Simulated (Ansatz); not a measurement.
Theory: DFT PBE, scalar-relativistic, plane waves, PAW in Ansatz 0.2.0. Settings: cutoff 420 eV, Γ-centred meshes spaced at most about 0.3 Å⁻¹, and about 0.25 Å⁻¹ or finer for metals (2π included), Gaussian smearing. No spin polarisation in the final relaxations.

Temperature and zero-point effects are left out.

Two relaxed structures of GeSbTe₃:

A.

```cif
data_structure
_symmetry_space_group_name_H-M 'P4/mmm'
_symmetry_Int_Tables_number 123
_cell_length_a 4.1152
_cell_length_b 4.1152
_cell_length_c 9.1167
_cell_angle_alpha 90.000
_cell_angle_beta 90.000
_cell_angle_gamma 90.000
_cell_volume 154.39
loop_
_atom_site_label
_atom_site_type_symbol
_atom_site_symmetry_multiplicity
_atom_site_Wyckoff_symbol
_atom_site_fract_x
_atom_site_fract_y
_atom_site_fract_z
_atom_site_occupancy
Ge1 Ge 1 a 0.00000 0.00000 0.00000 1
Sb1 Sb 1 c 0.50000 0.50000 0.00000 1
Te1 Te 2 h 0.50000 0.50000 0.32726 1
Te2 Te 1 b 0.00000 0.00000 0.50000 1
```

B.

```cif
data_structure
_symmetry_space_group_name_H-M 'P6/mmm'
_symmetry_Int_Tables_number 191
_cell_length_a 6.4235
_cell_length_b 6.4235
_cell_length_c 5.5403
_cell_angle_alpha 90.000
_cell_angle_beta 90.000
_cell_angle_gamma 120.000
_cell_volume 197.97
loop_
_atom_site_label
_atom_site_type_symbol
_atom_site_symmetry_multiplicity
_atom_site_Wyckoff_symbol
_atom_site_fract_x
_atom_site_fract_y
_atom_site_fract_z
_atom_site_occupancy
Ge1 Ge 1 b 0.00000 0.00000 0.50000 1
Sb1 Sb 1 a 0.00000 0.00000 0.00000 1
Te1 Te 3 f 0.50000 0.00000 0.00000 1
```

**Question.** Which form is favoured at zero pressure, and by what margin per atom?

**Answer.** A is lower, by 214 meV/atom. A has space group P4/mmm (No. 123), 30.9 Å³/atom and no gap on its mesh; B has space group P6/mmm (No. 191), 39.6 Å³/atom and no gap. Counting all near atoms (for each partner element, those within 1.25 times its shortest distance or 1.15 times the sum of covalent radii, where it is the nearest in units of that sum or under 1.3; a plus sign parts groups by distance over the sum of covalent radii; the shortest distance is added where it exceeds 1.18 times the sum of covalent radii; a slash parts the counts of unlike sites), A has Ge 4, Sb 6, Te 6/8+4 from 3.3 Å and B has Ge 2, Sb 8, Te 6. The denser one is the lower, and pressure would at first widen the difference. Even the lower one lies +0.37 eV/atom against the reference forms of the elements (uncorrected), so neither is stable at this level. Both come from invented guesses. A third cell relaxed alike, in R3m (a Materials Project cell), lies 0.43 eV/atom below the lower of the two.

Spin–orbit coupling, which can matter for Sb and Te, is left out. In P4/mmm, P6/mmm an odd number of electrons in the primitive cell allows no gap without spin; a larger cell or a magnetic state could open one. A magnetic state wasn't ruled out in cells without spin, among them P4/mmm, P6/mmm. Cells relaxed within their symmetry can be saddle points.
